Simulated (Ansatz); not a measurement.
AlN: computed property card

AlN:
```cif
data_AlN
_chemical_formula_sum 'Al1 N1'
_space_group_name_H-M_alt 'P 1'
_space_group_IT_number 1
_cell_length_a 2.85508
_cell_length_b 2.85508
_cell_length_c 2.85508
_cell_angle_alpha 60.000
_cell_angle_beta 60.000
_cell_angle_gamma 60.000
loop_
_space_group_symop_operation_xyz
  'x, y, z'
loop_
_atom_site_label
_atom_site_type_symbol
_atom_site_fract_x
_atom_site_fract_y
_atom_site_fract_z
_atom_site_occupancy
Al1 Al 0.50000 0.50000 0.50000 1
N1 N 0.00000 0.00000 0.00000 1
```

Space group Fm-3m (No. 225), rock salt; conventional cell a = b = c = 4.038 Å, α = β = γ = 90.00°.

Method: the program Ansatz at the r²SCAN level (PAW). Structure relaxed to zero pressure with the same functional. Other levels are named where they apply.

**Cell and energy**

```yaml
volume_per_atom: 8.23 Å³
density: 4.14 g/cm³
Formation energy from the elements (no fitted shifts): -1.46 eV/atom
```

**Electronic structure**

```yaml
band_gap: 5.52 eV (indirect)
valence_band_maximum: at Γ
conduction_band_minimum: at X (3 equivalent valleys)
smallest_direct_gap_on_the_standard_path: 6.53 eV
electron_effective_mass: 0.34, 0.34, 0.57 mₑ (principal values)
Hole effective mass, band 1 of 3 at the edge: 0.89 along [100], 5.3 along [110], 2.0 along [111] (mₑ)
Hole effective mass, band 2 of 3 at the edge: 0.89 along [100], 0.89 along [110], 2.0 along [111] (mₑ)
Hole effective mass, band 3 of 3 at the edge: 0.33 along [100], 0.25 along [110], 0.24 along [111] (mₑ)
HSE06 gap on the r²SCAN cell: 6.08 eV
```

**Mechanics**

```yaml
Bulk modulus (Birch–Murnaghan fit): 276 GPa
Pressure derivative B′: 3.9
Elastic constants (relaxed ions, GPa): C11 = 467, C12 = 181, C44 = 339
mechanical_stability: stable (all eigenvalues of C positive)
hill_bulk_and_shear_moduli: 276 and 240 GPa
Young's modulus: 558 GPa
Poisson's ratio: 0.16
debye_temperature_from_the_elastic_constants: 1230 K
```

**Dielectric response**

```yaml
Electronic dielectric constant ε∞ (DFPT): 4.75
Static dielectric constant ε0 (ions relaxed, cell fixed): 17.9
Born charges (a third of the trace): Al +2.97, N -2.97 e
```

**Phonons**

```yaml
Highest zone-centre frequency (without LO–TO term): 466 cm⁻¹
zone_centre_stability: no imaginary mode at Γ
dynamical_stability_on_the_path: stable (no imaginary branch)
zero_point_energy: 93.0 meV/atom
Vibrational entropy at 300 K: 10.1 J/(K·mol of atoms)
```

**Charges**

```yaml
bader_charges: Al +2.54, N -2.54 e
```

This is a known high-pressure phase of the composition, computed here at zero pressure and temperature. Symmetry was held in the r²SCAN relaxation. The references are the lowest solids computed at this level, not always the standard phases (solids in place of the gases).

Potentials: the later of the program's two PAW sets.
